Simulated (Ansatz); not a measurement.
NaI (rock salt) is sheared across one {100} plane: the third cell vector gains the shift, so faults repeat every 9.8 Å. The cut lies between planes 3.26 Å apart; the cell height is held.

```xyz
6
Lattice="4.6167 0.0000 0.0000 0.0000 4.6167 0.0000 2.3084 2.3084 9.7936" Properties=species:S:1:pos:R:3 pbc="T T T"
I      1.9236     1.9236     8.1613
I      1.9236     1.9236     1.6323
I      4.2320     4.2320     4.8968
Na     4.2320     4.2320     1.6323
Na     1.9236     1.9236     4.8968
Na     4.2320     4.2320     8.1613
```

In-plane vectors a = (4.617, 0.000) Å, b = (0.000, 4.617) Å, area 21.31 Å². The shift is s times the vector a (length 4.617 Å), so s = 1 restores the start. The shift is rigid: no atom relaxes. γ = [E(shift) − E(0)] / area.

Computed with PBE (plane waves to 420 eV, PAW, scalar-relativistic; Ansatz, a first-principles code). k mesh 6×6×6 (Γ-centred), Fermi-Dirac smearing 0.05 eV. E is the zero-smearing estimate. Faults lie only 9.8 Å apart, and holding the cell height and the atoms raises γ above its relaxed value. NaI was relaxed with its symmetry unable to fall. Spin-orbit coupling is left out, though I is heavy. γ is measured from zero shift.

```json
[
 {"s": "0.000", "γ (mJ/m²)": "0"},
 {"s": "0.083", "γ (mJ/m²)": "14"},
 {"s": "0.167", "γ (mJ/m²)": "54"},
 {"s": "0.250", "γ (mJ/m²)": "withheld"},
 {"s": "0.333", "γ (mJ/m²)": "187"},
 {"s": "0.417", "γ (mJ/m²)": "244"},
 {"s": "0.500", "γ (mJ/m²)": "267"},
 {"s": "0.583", "γ (mJ/m²)": "244"},
 {"s": "0.667", "γ (mJ/m²)": "187"},
 {"s": "0.750", "γ (mJ/m²)": "withheld"},
 {"s": "0.833", "γ (mJ/m²)": "54"},
 {"s": "0.917", "γ (mJ/m²)": "14"}
]
```

Task: Fit a Fourier form (three harmonics of 1 − cos and sin) to the given rows and predict γ at s = 0.250.

Result: Least squares on the 10 given rows: γ = (133.1)·[1 − cos(2πs)] + (-8.6)·[1 − cos(4πs)], in mJ/m²; root-mean-square residual 0.4 mJ/m². At 0.250 the fit gives 116 mJ/m²; the calculation gives 116 mJ/m², the same to the digits shown. 

(The slope of γ gives the shear force per area between the displaced halves; near zero shift its curvature is an elastic stiffness.)
